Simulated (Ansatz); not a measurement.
CsZn4As3:
```
CsZn4As3
1.0
    4.08265     0.00000     0.00000
    0.00000     4.08265     0.00000
    0.00000     0.00000    10.32904
Cs Zn As
1 4 3
Direct
  0.00000   0.00000   0.50000
  0.00000   0.50000   0.15524
  0.50000   0.00000   0.15524
  0.00000   0.50000   0.84476
  0.50000   0.00000   0.84476
  0.50000   0.50000   0.28752
  0.50000   0.50000   0.71248
  0.00000   0.00000   0.00000
```

Relaxed with LDA. Special points in fractions of this cell's reciprocal vectors: Γ (0.000, 0.000, 0.000); X (0.000, 0.500, 0.000); M (0.500, 0.500, 0.000); Z (0.000, 0.000, 0.500); R (0.000, 0.500, 0.500); A (0.500, 0.500, 0.500).

List the band energies nearest the Fermi level at these points for the program Ansatz at the LDA level (PAW).

In eV from the Fermi level; about four levels below and three above (degenerate sets whole), none deeper than 8.9 eV; points with the same levels are listed once.

```json
[
 {"k": "Γ", "below": "-1.71 -1.71 -0.20 -0.15", "above": "0.03 0.03 0.78"},
 {"k": "X", "below": "-1.38 -1.16 -0.98 -0.73", "above": "0.68 1.32 2.35"},
 {"k": "M", "below": "-3.24 -2.88 -2.88 -2.09", "above": "0.49 0.92 0.92"},
 {"k": "Z", "below": "-1.24 -0.17 -0.11 -0.11", "above": "0.99 1.39 1.99"},
 {"k": "R", "below": "-1.38 -1.08 -0.87 -0.86", "above": "1.10 1.62 2.18"},
 {"k": "A", "below": "-3.22 -3.22 -2.88 -2.60", "above": "0.96 1.52 1.52"}
]
```

Space group P4/mmm. The workflow started from an entry of the Crystallography Open Database (COD, 200 K). Its standing as an ambient phase is unchecked. Symmetry was held in the LDA relaxation; of distortions, only those at the zone centre were tested. A small band overlap can be real or an error of a semilocal functional. The Fermi level of a semimetal is unsure by some 0.05 eV on such meshes. Scalar-relativistic: spin–orbit coupling is off unless named, which matters more the heavier the elements.

Potentials: the later of the program's two PAW sets.
